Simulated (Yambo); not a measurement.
A G0W0@PBEsol run in Yambo for BaO2 (space group I4/mmm, No. 139) under isotropic strain of -3 % on all lattice vectors (4×4×4 Γ-centred k mesh, 94 bands and a 8 Ry block in the screening, 94 bands in G with the Bruneval-Gonze terminator, plasmon pole fitted at 27.2 eV) gives these matrix elements, in eV, at the band edges (Z → Z):

```json
[
 {"state": "valence edge", "E0": "0.000", "<Vxc>": "-20.105", "<Σx>": "-25.787", "<Σc(E0)>": "4.477", "Z": "0.789"},
 {"state": "conduction edge", "E0": "2.036", "<Vxc>": "-9.562", "<Σx>": "-4.864", "<Σc(E0)>": "-3.897", "Z": "0.859"}
]
```

Solve the linearised quasiparticle equation for both states, give the gap, and say how exchange and correlation each act on it.

E = E0 + Z(Σx + Σc − Vxc). Valence: 0.000 + 0.789 × (-25.787 + (4.477) − (-20.105)) = -0.95 eV. Conduction: 2.036 + 0.859 × (-4.864 + (-3.897) − (-9.562)) = 2.73 eV. The gap is 3.68 eV, against 2.04 eV in PBEsol. Replacing Vxc by bare exchange alone would open it by 10.38 eV; correlation takes back 8.37 eV of that, and Z scales what is left. Convergence of the G0W0 settings was not tested. 

Geometry strained from the cell relaxed with PBEsol, atoms relaxed again; primitive cell a = 4.1724 Å, b = 4.1724 Å, c = 4.1724 Å, α = 128.00°, β = 128.00°, γ = 76.63°.
